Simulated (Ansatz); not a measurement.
Co₂C:
```cif
data_CCo2
_chemical_formula_sum 'C1 Co2'
_space_group_name_H-M_alt 'P 1'
_space_group_IT_number 1
_cell_length_a 2.74207
_cell_length_b 2.74207
_cell_length_c 4.12763
_cell_angle_alpha 90.000
_cell_angle_beta 90.000
_cell_angle_gamma 120.000
loop_
_space_group_symop_operation_xyz
  'x, y, z'
loop_
_atom_site_label
_atom_site_type_symbol
_atom_site_fract_x
_atom_site_fract_y
_atom_site_fract_z
_atom_site_occupancy
C1 C 0.00000 0.00000 0.00000 1
Co1 Co 0.33333 0.66667 0.24329 1
Co2 Co 0.66667 0.33333 0.75671 1
```

Relaxed with PBEsol.

Task: Decompose the optical modes at the zone centre into irreducible representations, and say which are infrared and Raman allowed.

Result: Point group -3m: Γ_opt = A1g + A2u + Eg + Eu. Infrared: A2u, Eu. Raman: A1g, Eg.

Task: Assign frequencies (DFPT, plane-wave PAW PBEsol (Ansatz code)).

Result: Eg 174, A1g 333, A2u 577, Eu 589 cm⁻¹.

Space group P-3m1. The cell is a constructed one: a structure type filled with these elements; neither database checked (COD, Materials Project) lists it. COD files the formula under space group No. 58. Whether it is the stable phase at ambient conditions was not checked. Symmetry was held in the PBEsol relaxation; its stability against distortions is not shown here. The workflow began spin-polarised and lost its moments. As this level gives no gap, phonon frequencies hold no LO–TO term and depend on the k-mesh and smearing (Fermi–Dirac, 0.1 eV here).

Potentials: the earlier of the program's two PAW sets. The files were generated under PBE; for other functionals the program regenerates the frozen cores, and for LDA and PBEsol the local potential too.
